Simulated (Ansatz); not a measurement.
Relaxing a structure of Si

The start is a relaxed Si cell with every coordinate shifted by Gaussian noise of σ = 0.1 Å. The structure is fully relaxed (lattice and positions, P = 0) with r2SCAN (plane waves to 500 eV, PAW, scalar-relativistic; Ansatz, a quantum-chemistry and plane-wave program). First-step values are on the input's coarse k-mesh.

Ansatz input (later rounds restart from its end on a renewed k-mesh):
Ansatz 0.2 input:
```yaml
crystal:
  lattice:
    - [0, 2.7221559616, 2.7221559616]
    - [2.7221559616, 0, 2.7221559616]
    - [2.7221559616, 2.7221559616, 0]
  atoms:
    - { symbol: Si, position: [0.4874879551, 0.4835079277, 0.4676132783] }
    - { symbol: Si, position: [0.7489532359, 0.8011258932, 0.703411806] }
basis: { ecutwfc: 500, ecutrho_ratio: 4, xc_grid: 4, fft_grid_basis: typed }
kpoints: { mp_grid: { grid: [7, 7, 7] } }
hamiltonian:
  xc: r2scan
  dispersion: none
  pseudopotentials: { kind: paw }
scf: { occupations: { method: fermi_dirac, width: 0.05 } }
relax: { f_tol: 0.01, max_steps: 100, cell: { stress_tol: 0.02 } }
output: { forces: true, stress: true }
```

Question: How large is the pressure on the unrelaxed cell, and of which sign?

Answer: +2.4 GPa (positive: the cell is compressed).

Question: By how much does the energy per atom fall from start to end?

Answer: 0.23 eV/atom.

Question: Is the relaxed structure metallic? Give its gap.

Answer: 0.78 eV, indirect (valence top at Γ, conduction bottom at 87 % of the way from Γ to X) (no spin-orbit coupling).

It ends as:

Space group Fd-3m, origin choice 1 (No. 227); a = 5.4446 Å, b = 5.4446 Å, c = 5.4446 Å, α = 90.00°, β = 90.00°, γ = 90.00°

```json
[
 {"atom": "Si", "site": "8a", "symmetry": "-43m", "x": "0.0000", "y": "0.0000", "z": "0.0000"}
]
```
(The calculation used a cell of 2 atoms; values per cell refer to that cell.)

Final values are on a 10×10×10 k-mesh of the relaxed cell. No spin polarisation in the result.

The run could not lose the symmetry of its start.
